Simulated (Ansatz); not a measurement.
Relaxed-ion elastic tensor of Mg (hcp (Mg type), P6_3/mmc) in GPa (Voigt order), PBE+D3(BJ) in the plane-wave PAW code Ansatz; density 1.86 g/cm³, 21.70 Å³ per atom.

```json
[
 {"": "1", "1": "68.9", "2": "27.9", "3": "22.0", "4": "0.0", "5": "0.0", "6": "0.0"},
 {"": "2", "1": "27.9", "2": "68.9", "3": "22.0", "4": "0.0", "5": "0.0", "6": "0.0"},
 {"": "3", "1": "22.0", "2": "22.0", "3": "79.2", "4": "0.0", "5": "0.0", "6": "0.0"},
 {"": "4", "1": "0.0", "2": "0.0", "3": "0.0", "4": "21.7", "5": "0.0", "6": "0.0"},
 {"": "5", "1": "0.0", "2": "0.0", "3": "0.0", "4": "0.0", "5": "21.7", "6": "0.0"},
 {"": "6", "1": "0.0", "2": "0.0", "3": "0.0", "4": "0.0", "5": "0.0", "6": "20.5"}
]
```

Is the crystal mechanically stable?

Yes: the smallest eigenvalue of C is 20.5 GPa.

Work out the Voigt, Reuss and Hill averages.

K_V = 40.1, K_R = 40.1, K_H = 40.1; G_V = 22.5, G_R = 22.2, G_H = 22.3 GPa.

Give Young's modulus, Poisson's ratio, Pugh's ratio and the universal anisotropy index.

E = 9KG/(3K + G) = 56.4 GPa; ν = 0.27; K/G = 1.80 (near the Pugh limit of 1.75, no verdict); A_U = 5G_V/G_R + K_V/K_R − 6 = 0.07.

Estimate the sound speeds and the Debye temperature.

v_l = √((K + 4G/3)/ρ) = 6130 m/s, v_t = √(G/ρ) = 3460 m/s, mean 3850 m/s; Θ = (h/k)(3n/4πV)^(1/3) v_m = 411 K.

Solve the Christoffel equation for the three sound speeds along x, y, z.

Eigenvalues of C_ijkl n_j n_l equal ρv². In km/s, slowest first: x 3.32, 3.41, 6.09; y 3.32, 3.41, 6.09; z 3.41, 3.41, 6.53.

How much does each axis shrink under pressure?

Linear compressibilities β_i = Σ_j S_ij (j = 1 to 3): x 8.5, y 8.5, z 7.9 per TPa.

Symmetry was held in the PBE+D3(BJ) relaxation. The pairwise dispersion correction was not fitted to metals. As this level gives no gap, shear constants depend on the k-mesh and smearing (Fermi–Dirac, 0.1 eV here). On the denser mesh and wider smearing of the elastic run this cell carries a stress of 0.5 GPa.

Potentials: the earlier of the program's two PAW sets.
